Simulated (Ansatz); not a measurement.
Given:

SiNi:
Space group Pnma (No. 62); a = 5.095 Å, b = 3.359 Å, c = 5.570 Å, α = 90.00°, β = 90.00°, γ = 90.00°

```json
[
 {"atom": "Si", "site": "4c", "symmetry": ".m.", "x": "0.1787", "y": "0.2500", "z": "0.4159"},
 {"atom": "Ni", "site": "4c", "symmetry": ".m.", "x": "0.0078", "y": "0.2500", "z": "0.8109"}
]
```

This is the r²SCAN-relaxed structure.

All from r²SCAN in the plane-wave PAW code Ansatz, unless another level is named. Estimate the electronic character.

metallic (no gap).

Predict the density of states at the Fermi level.

0.28 states/eV per atom (mean over ±0.08 eV).

And the formation energy from the elements (no fitted shifts)?

-0.47 eV/atom.

The r²SCAN relaxation kept the symmetry of its start; of distortions, only those at the zone centre were tested. No spin polarisation was allowed. The references are the lowest solids computed at this level, not always the standard phases.

Potentials: the earlier of the program's two PAW sets.
